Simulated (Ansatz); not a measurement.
Sr3TaN3: Ta-181 nuclear quadrupole resonance

Cell: a computed structure from the Materials Project (it need not be an observed phase).

Space group P6_3/m (No. 176); a = 7.9561, c = 5.5188 Å, γ = 120.00°.

| site | Wyckoff | site symmetry | x | y | z |
| --- | --- | --- | --- | --- | --- |
| Sr | 6h | m.. | 0.8802 | 0.6435 | 0.2500 |
| Ta | 2c | -6.. | 0.6667 | 0.3333 | 0.7500 |
| N | 6h | m.. | 0.8624 | 0.6089 | 0.7500 |

One atom of each set is listed.

Method: Kohn–Sham DFT in Ansatz, PBE, plane waves and PAW, scalar-relativistic, collinear spin, 420 eV cutoff, Γ-centred 4×4×5 k-points, Fermi–Dirac smearing 0.02 eV. Start moments as typed (μB): 2 on each Ta, none on the rest.

Ta-181: I = 7/2, Q = 3170 mb (year-2017 value). Static lattice, zero field.

Task: Predict the zero-field Ta-181 lines of each site.

Result: For I = 7/2 and η = 0 the lines are |C_Q|/14 times 1, 2 and 3; η shifts the lowest up most.

```json
{"site": "Ta", "atoms": "2", "V_zz (10²¹ V/m²)": "72.7", "C_Q (MHz)": "5573", "η": "0.00", "line frequencies (MHz)": "398.1, 796.2, 1194"}
```

An axis of threefold or higher order runs through Ta, so V_zz lies along it and η is zero.

Without spin–orbit coupling the gradients at and beside Ta can be off by some per cent, at some sites by more. With these PAW files V_zz is typically within 2 to 3 % of all-electron values, but misses above 10 % occur on Ta. The start moments die out, and the run ends without spin.
